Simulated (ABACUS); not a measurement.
A self-consistent single point of SiO2 (P3_121, 9 atoms in the cell; from Materials Project mp-7000) with ABACUS.

All values come from this method and carry its errors: PBE, PseudoDojo 0.5 standard norm-conserving PBE (tails mended) pseudopotentials (plane waves; ABACUS 3.10.1).

```
SiO2
1.0
    4.91497     0.00000     0.00000
   -2.45749     4.25649     0.00000
    0.00000     0.00000     5.43130
Si O
3 6
Cartesian
  1.30515   2.26058   0.00000
  2.30468   0.00000   1.81043
 -1.15234   1.99591   3.62087
  0.30731   1.75959   4.26297
  0.77998   3.64283   0.64210
 -1.08729   3.11056   2.45254
  1.37020   1.14593   1.16833
  2.76479   2.49690   4.78920
  3.23747   0.61366   2.97876
```

Reference input (self-consistent single point, DFT, PBE, plane waves, PseudoDojo 0.5 standard norm-conserving PBE (tails mended) pseudopotentials): KPT = Gamma 5 5 4 0 0 0; basis_type = pw; dft_functional = PBE; ecutwfc = 84 Ry; smearing_method = fd; smearing_sigma = 0.00146997 Ry; potentials = PseudoDojo 0.5 standard norm-conserving PBE (tails mended); symmetry = 1; symmetry_prec = 1e-05; ks_solver = dav; scf_nmax = 100; scf_thr = 1.0e-09 Ry. This run's input differs from it in these lines:

```diff
@@ -13,3 +13,3 @@
 scf_nmax             100
-scf_thr              1.0e-09
+scf_thr              7.3e-03
 mixing_type          broyden
```

Output, abridged:

```
 SELF-CONSISTENT
 -------------------------------------------
                                 init_chg = atomic

 PW ALGORITHM --------------- ION=   1  ELEC=   1--------------------------------

 Density error is 2.21270533446
                          Error Threshold = 0.01
 E_KohnSham     -223.8438020488      -3045.5511698477
 E_Fermi        0.4082157370         5.5540600364

 PW ALGORITHM --------------- ION=   1  ELEC=   2--------------------------------

 Density error is 1.47924405028
                          Error Threshold = 0.00460980278012
 E_KohnSham     -224.4051824073      -3053.1891414685
   [... lines left out ...]

 Density error is 0.00831779966811
                          Error Threshold = 0.00308175843808
 E_KohnSham     -224.7130884978      -3057.3784187480
 E_Fermi        0.5304929166         7.2177264140

 PW ALGORITHM --------------- ION=   1  ELEC=   4--------------------------------

 Density error is 0.000316551239661
                          Error Threshold = 1.73287493086e-05
 E_KohnSham     -224.7162757742      -3057.4217838690
 E_KS(sigma->0) -224.7162757742      -3057.4217838690
 E_entropy(-TS) 0.0000000000         0.0000000000
 E_Fermi        0.5434877894         7.3945307292
 charge density convergence is achieved
 final etot is -3057.4217839 eV
 EFERMI = 7.3945307292 eV

 STATE ENERGY(eV) AND OCCUPATIONS    NSPIN == 1
   [... 31 lines left out ...]

 TOTAL-FORCE (eV/Angstrom)
                       Si1        -0.0038583992        -0.0066829437         0.0000000000
                       Si2         0.0077167985         0.0000000000         0.0000000000
                       Si3        -0.0038583992         0.0066829437         0.0000000000
                        O1         0.0433443160        -0.2215884130        -0.1166344683
                        O2         0.1702290314         0.1483314864        -0.1166344683
                        O3        -0.2135733474         0.0732569266        -0.1166344683
                        O4        -0.2135733474        -0.0732569266         0.1166344683
   [... lines left out ...]

 TOTAL-STRESS (KBAR)
        59.1825383962        -0.0000000034         0.0000000000
        -0.0000000034        59.1825350262         0.0000000000
         0.0000000000         0.0000000000        56.4197390940
 TOTAL-PRESSURE: 58.261604 KBAR

 --------------------------------------------
 !FINAL_ETOT_IS -3057.4217838690333338 eV
 --------------------------------------------
```

The run converged in 4 iterations. Against the reference run the free energy hardly moves (within 1 meV/atom), the pressure goes from 4.91 to 5.83 GPa and the largest force goes from 0.239 to 0.254 eV/Å.

This run is one point of a test of settings, so its values need not be converged; read them against the reference run alone. The structure comes from a collection of computed structures, made at another level of theory; the collection holds predicted forms beside known ones.

Cost on one core: around 29 core-seconds (rough).

“Tails mended”: in these copies of the files the far tail of each local potential was reset to the Coulomb form.
